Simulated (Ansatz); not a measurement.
## Data sheet: CuI (DFT)

CuI:
```xyz
2
Lattice="3.7009 0.0000 0.0000 0.0000 3.7009 0.0000 0.0000 0.0000 3.7009" Properties=species:S:1:pos:R:3 pbc="T T T"
Cu     0.0000     0.0000     0.0000
I      1.8505     1.8505     1.8505
```

Space group Pm-3m (No. 221), CsCl type; conventional cell a = 3.701 Å, b = 3.701 Å, c = 3.701 Å, α = 90.00°, β = 90.00°, γ = 90.00°.

Method: HSE06 in the plane-wave PAW code Ansatz. Structure relaxed to zero pressure with the same functional. Other levels are named where they apply.

### Cell and energy

- Volume per atom: 25.35 Å³
- Density: 6.24 g/cm³

### Electronic structure

Band gap: 0.66 eV (indirect)
Valence-band maximum: at X
Conduction-band minimum: at M (3 equivalent valleys)
Smallest direct gap on the standard path: 0.70 eV
Gap with spin–orbit coupling: 0.27 eV (at the special points and the edges found without it)

### Mechanics

Bulk modulus (Birch–Murnaghan fit): 35.1 GPa
Pressure derivative B′: 5.2

### Charges

* **Bader charges**: Cu +0.57, I -0.57 e

A made-up cell: these elements were put on the sites of a structure type; neither database checked (COD, Materials Project) lists it. It is not the phase usual at ambient conditions (space group No. 216). The cell was relaxed with HSE06 under the symmetry of its start; its stability against distortions is not shown here. The run is not spin-polarised. The hybrid was solved on a coarse mesh, the path and, where they were found, the r²SCAN edge points; its band edges are the extreme levels among these. Spin–orbit coupling is left out wherever it is not named.

Potentials: the later of the program's two PAW sets.
